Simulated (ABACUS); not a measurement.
Band structure of InSe (P-6m2, 8 atoms in the cell; from Materials Project mp-1079260).

```yaml
crystal:
  lattice:
    - [4.04733, 0.00000, 0.00000]
    - [-2.02366, 3.50509, 0.00000]
    - [0.00000, 0.00000, 18.05206]
  atoms:
    - { symbol: In, position: [0.00000, 0.00000, 0.57739] }
    - { symbol: In, position: [0.00000, 0.00000, 0.42261] }
    - { symbol: In, position: [0.33333, 0.66667, 0.92261] }
    - { symbol: In, position: [0.33333, 0.66667, 0.07739] }
    - { symbol: Se, position: [0.66667, 0.33333, 0.85300] }
    - { symbol: Se, position: [0.66667, 0.33333, 0.14700] }
    - { symbol: Se, position: [0.33333, 0.66667, 0.64702] }
    - { symbol: Se, position: [0.33333, 0.66667, 0.35298] }
```

All values come from this method and carry its errors: PBEsol, PseudoDojo 0.4 standard norm-conserving PBEsol (tails mended) pseudopotentials (plane waves; ABACUS).

Settings: KPT = MP 3 3 1 0 0 0; basis_type = pw; dft_functional = PBESOL; ecutwfc = 86 Ry; smearing_method = gaussian; smearing_sigma = 0.00146997 Ry; potentials = PseudoDojo 0.4 standard norm-conserving PBEsol (tails mended); symmetry = 1; nbands = 64; ks_solver = dav; scf_nmax = 100; scf_thr = 1.0e-09 Ry; mixing_type = pulay.

The structure comes from a collection of computed structures, made at another level of theory; the collection holds predicted forms beside known ones.

Problem. Predict the gap along the standard path and the places of the band edges.

Solution. The gap along the path is 0.62 eV, direct at Γ to within 0.01 eV.

Points are given in units of this cell's reciprocal vectors. Levels in eV from the top of the valence band on the path, bands 55 to 62:
```json
[
 {"point": "Γ (0 0 0)", "55": "-0.97", "56": "-0.92", "57": "-0.92", "58": "0.00", "59": "0.62", "60": "1.43", "61": "2.11", "62": "2.16"},
 {"point": "M (0.5 0 0)", "55": "-1.94", "56": "-1.85", "57": "-1.47", "58": "-1.34", "59": "1.62", "60": "1.65", "61": "1.86", "62": "1.87"},
 {"point": "K (0.333 0.333 0)", "55": "-1.78", "56": "-1.75", "57": "-1.57", "58": "-1.53", "59": "2.05", "60": "2.07", "61": "2.59", "62": "2.64"},
 {"point": "A (0 0 0.5)", "55": "-0.93", "56": "-0.93", "57": "-0.58", "58": "-0.56", "59": "1.11", "60": "1.13", "61": "2.14", "62": "2.15"},
 {"point": "L (0.5 0 0.5)", "55": "-1.89", "56": "-1.88", "57": "-1.40", "58": "-1.37", "59": "1.53", "60": "1.62", "61": "1.86", "62": "2.00"},
 {"point": "H (0.333 0.333 0.5)", "55": "-1.86", "56": "-1.76", "57": "-1.57", "58": "-1.47", "59": "2.03", "60": "2.07", "61": "2.60", "62": "2.66"}
]
```

“Tails mended”: in these copies of the files the far tail of each local potential was reset to the Coulomb form.
